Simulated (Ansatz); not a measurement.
Data:

Se:
```
CELL_PARAMETERS angstrom
      2.76737     0.00000     0.00000
      0.00000     2.76737     0.00000
      0.00000     0.00000     2.76737
ATOMIC_POSITIONS crystal
  Se 0.00000 0.00000 0.00000
```

This is the LDA-relaxed structure.

Task: All from LDA in the plane-wave PAW code Ansatz, unless another level is named. Predict the Young's modulus.

Result: 46.7 GPa.

Task: Next, the elastic constants (relaxed ions, GPa)?

Result: C11 = 148, C12 = 55.5, C44 = 6.9.

Space group Pm-3m (simple cubic). The first step of the workflow began from a Materials Project structure, measured or hypothetical; the Crystallography Open Database copy checked does not list it. It is not the phase usual at ambient conditions (space group No. 152). The cell was relaxed with LDA under the symmetry of its start; whether a distortion lowers the energy is not shown. As this level gives no gap, shear constants depend on the k-mesh and smearing (Fermi–Dirac, 0.1 eV here).

Potentials: the earlier of the program's two PAW sets. The files were generated under PBE; for other functionals the program regenerates the frozen cores, and for LDA and PBEsol the local potential too.
